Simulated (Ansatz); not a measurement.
Data:

InRh:
```cif
data_InRh
_chemical_formula_sum 'In1 Rh1'
_space_group_name_H-M_alt 'Pm-3m'
_space_group_IT_number 221
_space_group_name_Hall '-P 4 2 3'
_cell_length_a 3.20411
_cell_length_b 3.20411
_cell_length_c 3.20411
_cell_angle_alpha 90.000
_cell_angle_beta 90.000
_cell_angle_gamma 90.000
loop_
_atom_site_label
_atom_site_type_symbol
_atom_site_symmetry_multiplicity
_atom_site_Wyckoff_symbol
_atom_site_fract_x
_atom_site_fract_y
_atom_site_fract_z
_atom_site_occupancy
In1 In 1 b 0.50000 0.50000 0.50000 1
Rh1 Rh 1 a 0.00000 0.00000 0.00000 1
```

This is the r²SCAN-relaxed structure.

Problem. All from r²SCAN (plane waves, PAW; program Ansatz), unless another level is named. Estimate the formation energy from the elements (no fitted shifts).

Solution. -0.52 eV/atom.

Problem. Next, the density of states at the Fermi level?

Solution. 0.63 states/eV per atom (mean over ±0.08 eV).

Problem. And the gap with spin–orbit coupling?

Solution. none (metallic).

The workflow started from an entry of the Crystallography Open Database (COD). Its standing as an ambient phase is unchecked. The r²SCAN relaxation kept the symmetry of its start; its stability against distortions is not shown here. No spin polarisation was allowed. The references are the lowest solids computed at this level, not always the standard phases. Spin–orbit coupling is left out wherever it is not named.

Potentials: the later of the program's two PAW sets.
